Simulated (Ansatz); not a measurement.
A trial structure of Rb2AlPtC6N6 was built thus: cyanide-bridged rock-salt net of two metals, 2 guest cations a cell (Fm-3m, No. 225). Its size is a rough estimate.

```
Rb Al Pt C N
1.0
     0.00000    5.05250    5.05250
     5.05250    0.00000    5.05250
     5.05250    5.05250    0.00000
Rb Al Pt C N
2 1 1 6 6
Direct
  0.25000 0.25000 0.25000
  0.75000 0.75000 0.75000
  0.00000 0.00000 0.00000
  0.50000 0.50000 0.50000
  0.81445 0.18555 0.18555
  0.18555 0.81445 0.18555
  0.18555 0.18555 0.81445
  0.18555 0.81445 0.81445
  0.81445 0.18555 0.81445
  0.81445 0.81445 0.18555
  0.69866 0.30134 0.30134
  0.30134 0.69866 0.30134
  0.30134 0.30134 0.69866
  0.30134 0.69866 0.69866
  0.69866 0.30134 0.69866
  0.69866 0.69866 0.30134
```

Theory: DFT PBE, scalar-relativistic, plane waves, PAW in Ansatz 0.2.0. Cutoff 420 eV, Gaussian smearing, Γ-centred meshes. Cell and atoms relax first on a coarse mesh and then on a finer one. In between, the cell is made exact in the group found at 0.06 Å. In metals the finer mesh still leaves noise of several meV/atom or more. The steps can't lower the symmetry of their start. Collinear spin is switched on along the way, since trial moments persisted in a coarse test.

A guess keeps its type if space group and coordination stay and the shape of the cell changes little (axis ratios within about 15 %, angles within 6°); the volume may change.

Question: Does this structure survive the relaxation?

Answer: It keeps its type. The symmetry stays Fm-3m (No. 225). The volume per atom grows by 36.2 %, from 16.1 to 22.0 Å³. The shortest distance stays 1.17 Å (C–N). Counting neighbours within 15 % of an atom's shortest distance, the start has Al 6, C 1, N 1, Pt 6, Rb 24 and the end Al 6, C 1, N 1, Pt 6, Rb 24.

Energies over the elements count from the elements' standard structures at the same level (N₂ as a molecule), with no fitted energy shifts.

Question: At what energy does it end?

Answer: +0.26 eV/atom. The separate elements lie lower, so it is unstable against them.

The last run used collinear spin, a 6×6×6 mesh for its 16-atom cell and Gaussian smearing of 0.10 eV. Spin–orbit coupling, which can matter for Pt, is left out. The reference form of C is held partly by dispersion forces, which this level lacks. Another magnetic order may lie lower. Symmetry constrained the relaxation, so the result can be a saddle point.
